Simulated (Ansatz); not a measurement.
**Zone-centre modes in Pt**

These are results of DFT r2SCAN, scalar-relativistic, plane waves, PAW (Ansatz 0.2.0), not measurements. The runs took a 500 eV cutoff, a Γ-centred 22×14×14 mesh and Gaussian smearing (0.15 eV). Spin–orbit coupling is left out, which can shift energies with elements as heavy as these. No spin polarisation.

Zero of the scan (relaxed at this level; this form isn't the usual structure):

```yaml
crystal:
  lattice:
    - [2.73297, 0.00000, 0.00000]
    - [0.00000, 4.73364, 0.00000]
    - [0.00000, 0.00000, 4.76535]
  atoms:
    - { symbol: Pt, position: [0.50000, 0.16667, 0.75000] }
    - { symbol: Pt, position: [0.00000, 0.66667, 0.75000] }
    - { symbol: Pt, position: [0.00000, 0.33333, 0.25000] }
    - { symbol: Pt, position: [0.50000, 0.83333, 0.25000] }
```

Harmonic modes by finite displacements of 0.02 Å, without the LO–TO term. The cell doubles the primitive one, so its zone centre also holds the primitive cell's point q = (0, 1/2, 0).

(1) At this geometry, is the structure stable against these modes?

(2) List the wavenumbers in cm⁻¹.

Results:

(1) No: 2 modes are unstable, the strongest at 34i cm⁻¹.

(2) 34i, 33i, 0, 0, 0, 62, 100, 104, 116, 170, 172, 188.

Cost: 1 run of about 15 core-minutes, on Intel Xeon 6975P-C (Granite Rapids) (shared hosts).